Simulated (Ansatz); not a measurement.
## Axial (c/a) deformation path in Au

The calculation used DFT r2SCAN, scalar-relativistic, plane waves, PAW (Ansatz). Settings: plane waves to 500 eV, k-mesh 24×24×14 (Γ-centred), Gaussian smearing 0.15 eV. Spin–orbit coupling is left out, which can shift energies with elements as heavy as these. No spin polarisation. Energies are free energies at this smearing, counted from the undisturbed cell; pressure is positive in compression.

The undisturbed cell (relaxed at this level; with this scan's settings it stands at -0.1 GPa; this form isn't the usual structure):

```
Au
1.0
     2.89029    0.00000    0.00000
    -1.44515    2.50307    0.00000
     0.00000    0.00000    4.86472
Au
2
Direct
  0.33333 0.66667 0.75000
  0.66667 0.33333 0.25000
```

At fixed volume and fractional coordinates, lengths along (0.000, 0.000, 1.000) are scaled against those across it; ρ is that ratio over its starting value. The cell is metallic on the mesh throughout.

```csv
ρ,ΔE (meV/atom)
0.850,62.3
0.920,17.5
0.960,3.8
1.000,0.0
1.100,24.8
1.200,109.7
```

(1) Predict the pressure (GPa) at each point.

Answers

(1)
```
    ρ  pressure (GPa)
0.850             3.2
0.920             0.5
0.960            -0.1
1.000            -0.1
1.100             2.4
1.200             8.5
```

Cost: 6 runs of about 3.9 core-minutes in all, on Intel Xeon Platinum 8259CL (Skylake/Cascade Lake) (shared hosts).